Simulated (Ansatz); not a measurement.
Values for one crystal, relaxed and computed with plane-wave PAW PBEsol (Ansatz code); other levels are named.

- Volume per atom: 15.70 Å³
- Electronic character: metallic (no gap)
- Density of states at the Fermi level: 0.42 states/eV per atom (mean over ±0.08 eV)
- Pressure derivative B′: 4.1
- Debye temperature from the elastic constants: 377 K
- Bulk modulus (Birch–Murnaghan fit): 324 GPa
- Mechanical stability: stable (all eigenvalues of C positive)

Q: Which of these materials gives this?
(A) Ru, bcc (W type)
(B) W, bcc (W type)
(C) V, bcc (W type)
(D) Cr, bcc (W type)

A: B, W, bcc (W type)

Space group Im-3m (bcc (W type)). The cell was relaxed with PBEsol under the symmetry of its start. No spin polarisation was allowed. As this level gives no gap, shear constants depend on the k-mesh and smearing (Fermi–Dirac, 0.1 eV here). Spin–orbit coupling is left out wherever it is not named.

Potentials: the earlier of the program's two PAW sets. The files were generated under PBE; for other functionals the program regenerates the frozen cores, and for LDA and PBEsol the local potential too.
